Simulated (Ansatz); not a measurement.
**Tl: energy along a strain**

Tl, Im-3m, a = 3.882 Å (as given, not relaxed at this level: -0.8 GPa). This isn't the element's structure at ambient conditions. Ansatz: PBEsol, PAW, 420 eV, Γ-centred 18×18×18 mesh on 1 atom, Gaussian smearing 0.15 eV; no spin polarisation. Cell vectors (Å): -1.941 1.941 1.941; 1.941 -1.941 1.941; 1.941 1.941 -1.941. The cell is strained by x per cent times the pattern (1 0 0 0 0 0) in the order xx yy zz yz xz xy (engineering shears), with fractional coordinates held. y is the free energy over the start, V0 = 29.251 Å³/atom.

| x (%) | y (meV/atom) |
| --- | --- |
| -4.00 | ? |
| -3.00 | -1.37 |
| -2.00 | -1.66 |
| -1.00 | -1.18 |
| 0.00 | 0.00 |
| 1.00 | 1.86 |
| 2.00 | 4.41 |
| 3.00 | 7.60 |
| 3.50 | 9.42 |
| 4.00 | 11.37 |

Problem. Fit y = c1 x + c2 x² + c3 x³ to the other rows, get the stiffness along the pattern, and predict the missing energy.

Solution. Least squares on the rows shown. y = 1.535 x + 0.3455 x² − 0.004523 x³. The clamped-ion stiffness p·C·p = 2 × 3.455 eV × 160.2 / 29.251 Å³ = 38 GPa, which is C11 in these axes (second derivative at the start, which stands under stress). At x = -4.00 the fit asked for gives -0.32 meV/atom. The run gave -0.20 meV/atom, so the fit is 0.12 meV/atom too low, a small miss on the scale of the series.

Spin–orbit coupling is left out, which can shift energies with elements as heavy as these.